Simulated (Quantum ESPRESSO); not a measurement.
# AlAuPd3TiZr2 in 6 site orders

All numbers below are calculated, not measured. They come from Quantum ESPRESSO 7.5, a public plane-wave density functional program. Each row is one single-point run on a made-up periodic cell of eight metal atoms, with elements, volume, strain and displacements drawn at random and not relaxed, so a cell may be unstable or far from any real phase. There is no spin polarisation or spin-orbit coupling.

Settings: PBE unless stated; PseudoDojo standard norm-conserving files; Fermi-Dirac width 0.25 eV, which means electrons at about 2900 K; cutoff 1143 eV; 8 x 5 x 3 k mesh shifted half a step off Gamma. E is the free energy of the whole cell (internal energy minus TS), so a -TS column is already part of it. Stress is positive in tension, and the pressure P is minus a third of its trace.

Checks: one run of this series was repeated at a higher cutoff and on a denser mesh, which moved values by no more than 0.005 eV, 0.02 GPa and 0.006 eV/Å, and a second program with other atomic files agreed on it to 2 % rms in force and 0.5 GPa in pressure. Known limits: heavy elements are run without spin-orbit coupling, which real alloys of them have; a spin test at this wide smearing found no moment, but such smearing suppresses magnetism that the real alloy may have.

The lattice is hexagonal close-packed, and the cell vectors in Å are (-3.028, -0.020, 0.046); (0.035, 5.128, -0.034); (1.645, -2.492, -9.595), a volume of 148.84 Å³. The runs put one composition on the same eight displaced sites in different orders. E is counted from run 1, and the rms force is over all 24 components. Nothing is relaxed, so E mixes bonding between neighbours with strain on unrelaxed sites, and it is not an ordering energy.

```
run  elements on sites 1 to 8  E (eV)  -TS (eV)  rms force (eV/Å)  largest force (eV/Å)  P (GPa)
  1   Pd Ti Al Zr Pd Pd Zr Au   0.000    -1.551             0.550                  1.52    -4.36
  2   Au Pd Zr Pd Zr Ti Pd Al  -0.917    -1.521             0.409                  0.90    -5.58
  3   Pd Zr Zr Pd Pd Ti Au Al  -0.094    -1.529             0.684                  1.92    -5.07
  4   Ti Zr Pd Pd Al Pd Au Zr  -1.114    -1.438             0.403                  1.12    -6.41
  5   Ti Zr Pd Al Pd Pd Au Zr  -1.108    -1.515             0.355                  1.00    -6.32
  6   Pd Au Ti Pd Zr Zr Pd Al  -0.965    -1.521             0.407                  0.98        ?
```

## Worked fit

A straight line through the runs shown gives P = -4.60 + 1.47 E GPa with E in eV, an error of 0.30 on the slope and a scatter of 0.34 GPa. At this fixed volume the orders of higher energy tend to have the higher pressure.

## Withheld value

Question: what pressure should run 6 give?

The fit gives -6.02 ± 0.38 GPa. The calculation gave -5.62 GPa.
